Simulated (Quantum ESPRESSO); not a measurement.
```
CELL_PARAMETERS angstrom
      4.30371     0.00000     0.00000
     -2.15186     3.72712     0.00000
      0.00000     0.00000     7.01885
ATOMIC_POSITIONS crystal
  Se 0.66667 0.33333 0.87586
  Se 0.33333 0.66667 0.37586
  Cd 0.66667 0.33333 0.50000
  Cd 0.33333 0.66667 0.00000
```

Cell and atoms were relaxed with PBEsol from Materials Project entry mp-1070, within its symmetry.

Q: What does norm-conserving PBE (Quantum ESPRESSO, 102 Ry, without SOC) give for the electronic structure near the Fermi level?

A: The PBE gap is direct, 0.67 eV at Γ. Spin-orbit splittings are left out.
